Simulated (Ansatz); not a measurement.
Ansatz (a program for electronic structure) input:

Ansatz 0.2 input:
```yaml
crystal:
  lattice:
    - [3.0318227365, 0.0, 0.0]
    - [-1.5159113683, 2.6256355096, 0.0]
    - [0.0, 0.0, 3.2247338473]
  atoms:
    - { symbol: Ti, position: [0.0, 0.0, 0.0] }
    - { symbol: B, position: [0.3333333333, 0.6666666667, 0.5] }
    - { symbol: B, position: [0.6666666667, 0.3333333333, 0.5] }
kpoints:
  mp_grid: { grid: [15, 15, 13] }
hamiltonian:
  xc: pbe
  pseudopotentials: { kind: paw }
scf:
  occupations: { method: fermi_dirac, width: 0.1 }
phonons:
  method: dfpt
  response_accuracy: low
  eigenvectors: true
  rigid_motions: translations
```

Output (shortened):

```
Pseudopotential: Ti, paw, valence charge 12
Pseudopotential: B, paw, valence charge 3
Functional definition: PBE
Crystal: 3 atoms, lattice volume = 25.670 Å³
Basis set: ecut = 420 eV, 503 PW (Γ), exchange–correlation on 48×48×48 points (8 copies of the dense FFT grid, shifted against one another)
Bands: 13, of which v1, the nominal top of the filled ones, is band 9 counted from 1 (8 counted from 0)
Symmetry: 24 space group operations
k-points: 448 of 2925 (irreducible under 4 space group operations, time reversal used)
SCF iter   1: F=—  HF=-2814.700570 eV  |F-HF|=—  |Δ(HF+E_count)|=         —  Δρ=2.94e-3  dr2=1.72e-3  ethr=1.77e-3  ⟨swp⟩=4.4  Hψ=28553  notcnv=0
preconditioner: auto → none
SCF iter   2: F=—  HF=-2814.699984 eV  |F-HF|=—  |Δ(HF+E_count)|=   5.85e-4  Δρ=1.59e-3  dr2=5.37e-4  ethr=9.58e-6  ⟨swp⟩=1.4  Hψ=10084  notcnv=0
SCF iter   3: F=—  HF=-2814.699880 eV  |F-HF|=—  |Δ(HF+E_count)|=   1.05e-4  Δρ=1.34e-4  dr2=4.35e-6  ethr=2.98e-6  ⟨swp⟩=2.8  Hψ=9238  notcnv=0
SCF iter   4: F=—  HF=-2814.699879 eV  |F-HF|=—  |Δ(HF+E_count)|=   8.34e-8  Δρ=2.70e-5  dr2=1.71e-7  ethr=2.42e-8  ⟨swp⟩=2.8  Hψ=9661  notcnv=0
SCF iter   5: F=—  HF=-2814.699879 eV  |F-HF|=—  |Δ(HF+E_count)|=   6.74e-7  Δρ=3.62e-6  dr2=3.05e-9  ethr=9.51e-10  ⟨swp⟩=3.0  Hψ=10161  notcnv=0
SCF iter   6: F=—  HF=-2814.699879 eV  |F-HF|=—  |Δ(HF+E_count)|=  3.35e-10  Δρ=5.35e-7  dr2=6.11e-11  ethr=1.69e-11  ⟨swp⟩=2.3  Hψ=8612  notcnv=0
SCF iter   7: F=-2814.699879 eV  HF=-2814.699879 eV  |F-HF|=9.09e-13  |Δ(HF+E_count)|=  3.64e-12  Δρ=8.20e-8  dr2=5.30e-13  ethr=1.00e-12  ⟨swp⟩=5.1  Hψ=21914  notcnv=0
SCF 1 converged in 7 iterations: F = -2814.699879 eV  dr2 = 5.30e-13
DFPT response loops at Γ: preconditioner auto → Kerker (q_TF=auto, 2.572 Å⁻¹) (partly filled bands, converged f_vac=0.000) …
SCF converged after 7 iterations
Free energy (F): -2814.699879 eV
Harris-Foulkes:  -2814.699879 eV  (|F-HF|=9.09e-13)
Internal energy: -2814.687064 eV  (E = F + TS)
E sigma→0 (E₀):  -2814.693471 eV
Entropy (-TS):   -0.012815 eV (-4.272 meV/atom)
Fermi energy:    15.175253 eV
--- Per-component energies (eV) ---
  E_band       = -93.792202
  E_kinetic    = 375.935004
  E_local      = -787.788172  (includes V_loc(G=0)·N_el)
  E_nonlocal   = 28.802450
  E_hartree    = 333.967224
  E_xc         = -165.086882
  E_vxc        = -202.783724  (∫ρ·V_xc dr)
  E_paw        = -1204.608407  (= ΣΔE_a)
  E_vpaw       = -175.892313  (= ΣTr[D̂ρ^β])
  E_aug_tail   = 0.000100  (compensation charges beyond the density's cutoff)
  E_ewald      = -1395.908381
  E_smearing   = -0.012815  (= −TS)
  E_closure    = 0.000000  (closes the sum)
  Σ components = -2814.699879   (vs F -2814.699879, Δ=0.00e0)
  [band-id]    e_kinetic+e_local+e_nonlocal+2·e_hartree+e_vxc+e_vpaw+e_augmentation_tail = -93.792207   (vs E_band -93.792202, Δ=-4.83e-6)
--- Band table (eV; the first three rows and the last of 448) ---
  k-point 0: bands = ["-41.7583", "-18.1157", "-17.8060", "-17.8060", "1.6539", "12.5448", "12.5448", "12.8543", "13.0552", "17.0603", "17.0603", "18.8257", "18.8257"]
  k-point 1: bands = ["-41.7575", "-18.1275", "-17.8051", "-17.8051", "1.7331", "11.9634", "12.6074", "12.6074", "13.8622", "16.8547", "16.8547", "18.6879", "18.6879"]
  k-point 2: bands = ["-41.7551", "-18.1600", "-17.8025", "-17.8025", "1.9635", "10.9294", "12.7935", "12.7935", "14.6709", "16.3923", "16.3923", "18.2988", "18.2988"]
  k-point 447: bands = ["-41.6932", "-18.2262", "-18.1003", "-17.9295", "5.1360", "8.3701", "10.0467", "10.8194", "12.5810", "17.4987", "18.0645", "18.7740", "19.6527"]
--- Phonons (Γ-DFPT): 4 representative perturbations + reference, on 448 of 2925 k-points (Σ response iterations 12) ---
  ASR residual: 3.861e-4 → 0.000e0 eV/Å²; symmetrization residual: 9.726e-6 eV/Å²
  ASR residual per site (eV/Å²): 3.86e-4 2.14e-5 2.14e-5
  Γ frequencies (cm⁻¹): 0.00 0.00 0.00 510.24 510.24 510.83 553.27 883.98 883.98
  non-analytic LO–TO correction: not included (Born effective charges unavailable; polar crystals: no LO–TO splitting at Γ)
```

Cost: around 50 core-seconds (rough) on shared cores.

Space group P6/mmm. The PBE relaxation kept the symmetry of its start; phonons on a q-mesh show no instability. No spin polarisation was allowed. As this level gives no gap, phonon frequencies hold no LO–TO term and depend on the k-mesh and smearing (Fermi–Dirac, 0.1 eV here).

Potentials: the later of the program's two PAW sets.

Ansatz is a plane-wave DFT program.
